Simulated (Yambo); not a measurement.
Yambo run on WO$_{3}$ (space group P2_1/m, No. 11, within 0.06 Å of Cmcm). The wavefunctions are PBEsol (Quantum ESPRESSO, PseudoDojo norm-conserving, 84 Ry, without SOC) ones on a 4×2×4 mesh (32 occupied bands); a = 3.8721 Å, b = 7.4801 Å, c = 3.8743 Å, α = γ = 90.00°, β = 90.35°.

Yambo input:

```
rim_cut
gw0
dyson
el_el_corr
HF_and_locXC
ppa
em1d
RandQpts= 1000000
RandGvec= 1 Ry
EXXRLvcs= 84 Ry
VXCRLvcs= 336 Ry
Chimod= "HARTREE"
% BndsRnXp
 3 | 173 |
%
NGsBlkXp= 6 Ry
% LongDrXp
 1.0 | 1.0 | 1.0 |
%
PPAPntXp= 27.2114 eV
% GbndRnge
 1 | 173 |
%
GTermKind= "BG"
DysSolver= "n"
ExtendOut
% QPkrange
 1 | 1 | 33 | 33 |
 3 | 3 | 32 | 33 |
 17 | 17 | 32 | 32 |
%
```

k points by index: 1 = Γ, 3 = (0, 0, -0.5), 17 = (-0.5, 0, -0.5).

Table of the .qp output:

```
#    K-point    Band    Eo [eV]    E [eV]    E-Eo [eV]    Vxc [eV]    Vnlxc [eV]    Sc|Eo [eV]    Sc|E [eV]    dSc/dw|Eo [eV]    Re(Z)    Im(Z)
#
    1    33    1.345338    2.433539    1.088201    -16.73090    -11.71994    -3.678722    -3.922762    -6.101983    0.816829    -0.001062
    3    32    -0.012583    -0.240700    -0.228117    -20.30231    -25.23799    4.637781    4.707566    -8.319482    0.765849    -0.001481
    3    33    1.417543    2.517136    1.099593    -16.84821    -11.93832    -3.561108    -3.810296    -6.166149    0.815259    -0.001076
    17    32    0.000000    -0.226512    -0.226512    -20.32769    -25.28044    4.656901    4.726242    -8.325112    0.765728    -0.001480
```
(The two width columns are left out.) Convergence of these settings isn't established.

Geometry of the Materials Project entry, not relaxed at this level.

The structure is a Materials Project entry; no match was found in the copy of COD used, and its stability was not checked.
